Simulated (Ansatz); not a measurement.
Ansatz (a program for electronic structure) input:

Ansatz 0.2 input:
```yaml
crystal:
  lattice:
    - [0.0, 3.1664003103, 3.1664003103]
    - [3.1664003103, 0.0, 3.1664003103]
    - [3.1664003103, 3.1664003103, 0.0]
  atoms:
    - { symbol: Ga, position: [0.75, 0.75, 0.75] }
    - { symbol: Bi, position: [0.0, 0.0, 0.0] }
kpoints:
  mp_grid: { grid: [11, 11, 11] }
basis: { xc_grid: 2, fft_grid_basis: typed }
hamiltonian:
  xc: pbesol
  pseudopotentials: { kind: paw }
scf:
  occupations: { method: gaussian, width: 0.1 }
checkpoint: { read: metal.run }
output: { write_density: true, elf: true, volumetric_format: npy }
```

Output (shortened):

```
Pseudopotentials: kind: paw
Pseudopotential: Ga, paw, valence charge 13
Pseudopotential: Bi, paw, valence charge 15
Functional definition: PBEsol
Crystal: 2 atoms, lattice volume = 63.493 Å³
Basis set: ecut = 420 eV, 1243 PW (Γ), exchange–correlation on 60×60×60 points (8 copies of the dense FFT grid, shifted against one another)
Bands: 22, of which v1, the nominal top of the filled ones, is band 14 counted from 1 (13 counted from 0)
Symmetry: 24 space group operations
Space group: F-43m (ITA 216), of the structure as read, at distance tolerance 4.0e-5 Å
k-points: 56 of 1331 (time reversal used)
PAW frozen core: Ga, regenerated for the run's functional, and the local potential with it
PAW frozen core: Bi, regenerated for the run's functional, and the local potential with it
Initial density: read from a saved state, or passed on in memory by an earlier SCF of this step, an earlier step, the calling program or the single point that …
Stability of the state it starts from, as read at its close in the unpolarized treatment …
Initial wavefunctions: pseudopotential atomic-orbital guess
Eigensolver: davidson
Functional: x = pbesol(κ = 0.804, μ = 0.12345679012345678), c = pbesol(β = 0.046)
iter 1 solved again at ethr=2.37e-7 eV; its pass at ethr=3.10e-3 eV (dr2=6.62e-5 eV) is discarded
SCF iter   1: F=—  HF=-15985.100470 eV  |F-HF|=—  |Δ(HF+E_count)|=         —  Δρ=6.23e-7  dr2=1.00e-10  ethr=2.37e-7  ⟨swp⟩=3.1  Hψ=9524  notcnv=0
all-band conjugate gradients solve this SCF's bands
preconditioner: auto → Kerker (q_TF=auto, 2.380 Å⁻¹)
SCF iter   2: F=-15985.100470 eV  HF=-15985.100470 eV  |F-HF|=1.18e-10  |Δ(HF+E_count)|=   4.42e-8  Δρ=4.00e-7  dr2=5.07e-11  ethr=1.00e-12  ⟨swp⟩=8.3  Hψ=6628  notcnv=0
SCF 1 converged in 2 iterations: F = -15985.100470 eV  dr2 = 5.07e-11
SCF converged after 2 iterations
Free energy (F): -15985.100470 eV
Harris-Foulkes:  -15985.100470 eV  (|F-HF|=1.18e-10)
Internal energy: -15985.099052 eV  (E = F + TS)
E sigma→0 (E₀):  -15985.099761 eV
Entropy (-TS):   -0.001418 eV (-0.709 meV/atom)
Fermi energy:    7.508175 eV
--- Per-component energies (eV) ---
  E_band       = -206.062360
  E_kinetic    = 418.700454
  E_local      = -3896.797633  (includes V_loc(G=0)·N_el)
  E_nonlocal   = 985.046275
  E_hartree    = 1592.061071
  E_xc         = -217.795377
  E_vxc        = -201.022268  (∫ρ·V_xc dr)
  E_paw        = -12457.937453  (= ΣΔE_a)
  E_vpaw       = -696.111087  (= ΣTr[D̂ρ^β])
  E_aug_tail   = -0.000576  (compensation charges beyond the density's cutoff)
  E_ewald      = -2409.328542
  E_core_change = 0.952730  (= ΣΔE_core)
  E_smearing   = -0.001418  (= −TS)
  E_closure    =  0.000000  (closes the sum)
  Σ components = -15985.100470   (vs F -15985.100470, Δ=0.00e0)
  [band-id]    e_kinetic+e_local+e_nonlocal+2·e_hartree+e_vxc+e_vpaw+e_augmentation_tail = -206.062693   (vs E_band -206.062360, Δ=-3.33e-4)
--- Band table (eV; the first three rows and the last of 56) ---
  k-point 0: bands = ["-15.0249", "-15.0249", "-15.0249", "-14.9867", "-14.9867", "-7.4869", "-7.4869", "-7.4869", "-7.4477", "-7.4477", "-4.7161", "5.8208", "7.6578", "7.6578", "7.6578", "10.3202", "10.3202", "10.3202", "12.4491", "16.4162", "16.4162", "16.4571"]
  k-point 1: bands = ["-15.0248", "-15.0243", "-15.0243", "-14.9865", "-14.9865", "-7.4905", "-7.4860", "-7.4860", "-7.4479", "-7.4479", "-4.6455", "5.1719", "7.5168", "7.5168", "7.8694", "10.4799", "10.5074", "10.5074", "12.9924", "15.5831", "15.5831", "16.0916"]
  k-point 2: bands = ["-15.0247", "-15.0227", "-15.0227", "-14.9861", "-14.9861", "-7.4999", "-7.4838", "-7.4838", "-7.4485", "-7.4485", "-4.4428", "3.9967", "7.2098", "7.2098", "7.8394", "10.9003", "10.9003", "11.2452", "13.9440", "15.1206", "15.1206", "15.8565"]
  k-point 55: bands = ["-15.0247", "-15.0189", "-15.0100", "-14.9880", "-14.9811", "-7.5438", "-7.4703", "-7.4686", "-7.4523", "-7.4509", "-3.0454", "1.0667", "4.3069", "4.8864", "10.3713", "11.4426", "12.1092", "12.4228", "16.3311", "17.3129", "18.2453", "18.9983"]
  band table: 22 of 22 bands, residual norms ≤ 1.0e-3 eV
```

Cost: roughly 8 core-seconds on shared cores.

The first step of the workflow began from a Materials Project structure, measured or hypothetical; the Crystallography Open Database copy checked does not list it. With Ga and Bi taken as one species the cell has the higher symmetry Fd-3m, so it may be an ordered model of a mixed-site phase. Its standing as an ambient phase is unchecked. The PBEsol relaxation kept the symmetry of its start; its stability against distortions is not shown here. Spin–orbit coupling is left out wherever it is not named.

Potentials: the later of the program's two PAW sets.

Ansatz is a plane-wave DFT program.
